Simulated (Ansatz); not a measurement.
## Does relaxation matter for the field gradients of KCl with Se replacing Cl?

Start: a supercell of KCl (rock salt type, Fm-3m) built from a COD entry, with all atoms left at the host's positions.

Space group Fm-3m (No. 225); a = 18.8788 Å.

```
site  Wyckoff  site symmetry       x       y       z
  K1      32f            .3m  0.3333  0.8333  0.8333
  K2      24e           4m.m  0.5000  0.0000  0.8333
  K6      48h           m.m2  0.8333  0.1667  0.0000
 K27       4a           m-3m  0.0000  0.5000  0.5000
  Se       4b           m-3m  0.5000  0.0000  0.0000
Cl29      48i           m.m2  0.6667  0.1667  0.0000
Cl32      32f            .3m  0.8333  0.1667  0.1667
Cl42      24e           4m.m  0.0000  0.5000  0.3333
```

One atom of each set is listed; the run and its k-mesh use a cell of 54 atoms with edges of 13.35, 13.35, 13.35 Å.

All values are calculated (Ansatz; DFT, PBE, plane waves and PAW, scalar-relativistic, 420 eV cutoff, Γ-centred 2×2×2 k-points, Fermi–Dirac smearing 0.01 eV, cell charge -1), not measured.

The largest force at the start is 0.25 eV/Å. Relaxing the ions at fixed cell moves them by 0.083 Å at most (atom 30, Cl) and 0.045 Å rms.

```
site  moved (Å)              first shell before                    first shell after  V_zz before (10²¹ V/m²)  η before
  K1      0.032                  6 Cl at 3.15 Å                  6 Cl at 3.13–3.16 Å                   -0.071      0.00
  K2      0.047  5 Cl at 3.15 Å, 1 Se at 3.15 Å  1 Se at 3.10 Å, 5 Cl at 3.21–3.22 Å                    -1.57      0.00
  K6      0.010                  6 Cl at 3.15 Å                  6 Cl at 3.10–3.15 Å                     0.16      0.01
  Se      0.000                   6 K at 3.15 Å                        6 K at 3.10 Å                     0.00         –
Cl29      0.083                   6 K at 3.15 Å                   6 K at 3.10–3.21 Å                    -0.91      0.18
Cl32      0.005                   6 K at 3.15 Å                   6 K at 3.15–3.16 Å                     0.19      0.00
Cl42      0.024                   6 K at 3.15 Å                   6 K at 3.12–3.22 Å                    -0.38      0.00
```

Q: How do the gradients change?

A: 

```tsv
site	V_zz after	η after	change of V_zz
K1	0.11	0.00	+0.18
K2	-1.82	0.00	-0.25
K6	0.27	0.98	+0.11
Se	0.00	–	0.00
Cl29	-0.75	0.13	+0.16
Cl32	0.14	0.00	-0.05
Cl42	-0.17	0.00	+0.21
```

The largest change of V_zz is on K2, from -1.57 to -1.82. In per cent, |V_zz| changes by +16 on K, -17 on Cl (all sites that start above 0.5). Where |V_zz| stays above 0.1, η moves most on K6, from 0.01 to 0.98. V_zz changes sign on K1 (same axis). Other sites without a gradient aren't listed.

The defect repeats with the cell of 54 atoms, so it feels its images: sites between two images don't show the values beside a lone defect, and zeros or small values of η there can come from the images' arrangement. A uniform background compensates the cell's charge.
Before: The neighbours have not yet relaxed around the defect (largest force 0.25 eV/Å), so a real crystal will differ.
After: The relaxation keeps the site symmetry m-3m of the start, so the impurity can't leave its site; a start off the site could end lower.
